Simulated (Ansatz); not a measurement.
NbC:
```cif
data_C2Nb2
_chemical_formula_sum 'Nb2 C2'
_space_group_name_H-M_alt 'P63/mmc'
_space_group_IT_number 194
_space_group_name_Hall '-P 6c 2c'
_cell_length_a 3.09447
_cell_length_b 3.09447
_cell_length_c 5.29982
_cell_angle_alpha 90.000
_cell_angle_beta 90.000
_cell_angle_gamma 120.000
loop_
_atom_site_label
_atom_site_type_symbol
_atom_site_symmetry_multiplicity
_atom_site_Wyckoff_symbol
_atom_site_fract_x
_atom_site_fract_y
_atom_site_fract_z
_atom_site_occupancy
Nb1 Nb 2 c 0.33333 0.66667 0.25000 1
C1 C 2 a 0.00000 0.00000 0.00000 1
```

Relaxed at zero pressure with DFT-PBEsol in the program Ansatz with PAW potentials.

Question: The volume is raised by 3 % and shape and atoms relax at that volume. What pressure results, and how do the axes share the change?

Answer: -8.8 GPa; a 1.0 %, b 1.0 %, c 0.9 %; the energy rises by 9 meV/atom.

Question: Give the new structure.

Answer: 
Space group P6₃/mmc (No. 194); a = b = 3.1257 Å, c = 5.3502 Å, α = β = 90.00°, γ = 120.00°

```json
[
 {"atom": "Nb", "site": "2c", "symmetry": "-6m2", "x": "0.3333", "y": "0.6667", "z": "0.2500"},
 {"atom": "C", "site": "2a", "symmetry": "-3m.", "x": "0.0000", "y": "0.0000", "z": "0.0000"}
]
```

The phase is kept; no other phase was compared at this pressure.

Space group P6_3/mmc (NiAs type). The workflow started from a Materials Project entry (that database holds measured and hypothetical structures alike); the Crystallography Open Database copy checked does not list it. It is not the phase usual at ambient conditions (space group No. 225). The PBEsol relaxation kept the symmetry of its start; whether a distortion lowers the energy is not shown. No spin polarisation was allowed.

Potentials: the later of the program's two PAW sets.
